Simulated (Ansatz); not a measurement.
GaIr (CsCl type, Pm-3m) at seven volumes, LDA in the plane-wave PAW code Ansatz, scaled uniformly. One row is withheld.

```csv
V (Å³/atom),P (GPa)
12.259,30.85
12.663,?
13.067,8.52
13.472,0.00
13.876,-7.11
14.280,-13.04
14.684,-17.98
```

**Question.** Fit the shown pressures and predict the withheld one.

**Answer.** P = (3/2)B₀(x^(7/2) − x^(5/2))[1 + (3/4)(B′ − 4)(x − 1)] with x = (V₀/V)^(2/3). Least squares on the six rows gives V₀ = 13.472 Å³/atom, B₀ = 259 GPa, B′ = 4.97. At V = 12.663, x = 1.0422 and P = 18.71 GPa. The run itself gave 18.70 GPa.

The workflow started from a Materials Project entry (that database holds measured and hypothetical structures alike); the Crystallography Open Database files this formula in space group No. 221, but the cells were not matched. Whether it is the stable phase at ambient conditions was not checked. Symmetry was held in the LDA relaxation; of distortions, only those at the zone centre were tested. The run is not spin-polarised. Spin–orbit coupling is left out wherever it is not named.

Potentials: the later of the program's two PAW sets.
